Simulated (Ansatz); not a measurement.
Starting cell, BAs (zinc blende):

```yaml
crystal:
  lattice:
    - [0.00000, 4.78390, 4.78390]
    - [2.39195, 2.39195, 4.78390]
    - [2.39195, 2.39195, 0.00000]
  atoms:
    - { symbol: As, position: [0.00000, 0.75000, 0.75000] }
    - { symbol: As, position: [0.50000, 0.75000, 0.75000] }
    - { symbol: B, position: [0.00000, 0.00000, 0.00000] }
    - { symbol: B, position: [0.50000, 0.00000, 0.00000] }
```

A phonon eigenvector at X = (0.5, 0.5, 0.0) is frozen into this cell: atom i moves by Q times the vector below, so Q is the largest atomic displacement, in Å. The cell is held. (q is in reciprocal vectors of the primitive cell; the cell shown is doubled to hold the pattern.)

| atom | x | y | z |
|---|---|---|---|
| B3 | 0.000 | 0.000 | -1.000 |
| B4 | 0.000 | 0.000 | 1.000 |

Atoms not listed stay in place.

Method: r2SCAN (plane waves to 500 eV, PAW, scalar-relativistic; Ansatz, a quantum-chemistry and plane-wave program). k mesh 12×12×12 (Γ-centred), Fermi-Dirac smearing 0.05 eV. The energy includes the smearing's −TS. BAs was relaxed with its symmetry unable to fall. ΔE is measured from the undisplaced structure.

| Q (Å) | ΔE (meV/cell) |
|---|---|
| -0.180 | 691 |
| -0.120 | 309 |
| -0.060 | 78 |
| 0.000 | 0 |
| 0.060 | 78 |
| 0.120 | 309 |
| 0.180 | 691 |

Task: Which DFPT wavenumber at X = (0.5, 0.5, 0.0) belongs to this mode?
A. 199 cm⁻¹
B. 323 cm⁻¹
C. 737 cm⁻¹

Result: C, 737 cm⁻¹. The curvature of the scan gives 737 cm⁻¹

(For displaced atoms, the force is minus the slope of the energy, and its curvature is a force constant, which sets phonon frequencies.)
